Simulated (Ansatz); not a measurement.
LaWN$_{3}$:
```yaml
crystal:
  lattice:
    - [2.82380, 1.63032, 4.57666]
    - [-2.82380, 1.63032, 4.57666]
    - [0.00000, -3.26064, 4.57666]
  atoms:
    - { symbol: La, position: [0.53680, 0.53680, 0.53680] }
    - { symbol: La, position: [0.03680, 0.03680, 0.03680] }
    - { symbol: W, position: [0.78547, 0.78547, 0.78547] }
    - { symbol: W, position: [0.28547, 0.28547, 0.28547] }
    - { symbol: N, position: [0.00039, 0.10326, 0.55578] }
    - { symbol: N, position: [0.55578, 0.00039, 0.10326] }
    - { symbol: N, position: [0.10326, 0.55578, 0.00039] }
    - { symbol: N, position: [0.05578, 0.60326, 0.50039] }
    - { symbol: N, position: [0.60326, 0.50039, 0.05578] }
    - { symbol: N, position: [0.50039, 0.05578, 0.60326] }
```

Relaxed with PBEsol.

Q: Give the optical modes at the zone centre with their infrared activity from DFPT, plane-wave PAW PBEsol (Ansatz code).

A: Transverse frequencies, without the LO–TO term; a row sums one degenerate level.

| ω (cm⁻¹) | degeneracy | IR ((D/Å)²/amu) | activity | symmetry |
|---|---|---|---|---|
| 86 | 2 | 20.13 | IR | E |
| 128 | 1 | 0.00 | IR-inactive | A2 |
| 132 | 1 | 7.41 | IR | A1 |
| 133 | 2 | 0.37 | IR | E |
| 143 | 2 | 9.85 | IR | E |
| 197 | 2 | 9.06 | IR | E |
| 235 | 1 | 0.00 | IR-inactive | A2 |
| 241 | 2 | 400.07 | IR | E |
| 255 | 1 | 0.24 | IR | A1 |
| 300 | 1 | 106.89 | IR | A1 |
| 323 | 1 | 0.00 | IR-inactive | A2 |
| 329 | 2 | 14.20 | IR | E |
| 478 | 1 | 0.00 | IR-inactive | A2 |
| 484 | 2 | 1.12 | IR | E |
| 655 | 2 | 187.21 | IR | E |
| 704 | 2 | 16.68 | IR | E |
| 715 | 1 | 58.27 | IR | A1 |
| 973 | 1 | 0.00 | IR-inactive | A2 |

Q: How high does the top mode go among those that the LO–TO term moves?

A: 794 cm⁻¹ for q along x, 794 cm⁻¹ for q along y, 788 cm⁻¹ for q along z.

Space group R3c. The first step of the workflow began from a Materials Project structure, measured or hypothetical; the Crystallography Open Database copy checked does not list it. Whether it is the stable phase at ambient conditions was not checked. The PBEsol relaxation kept the symmetry of its start; phonons on a q-mesh show no instability. The run is not spin-polarised. Scalar-relativistic: spin–orbit coupling is off unless named, which matters more the heavier the elements.

Potentials: the later of the program's two PAW sets.
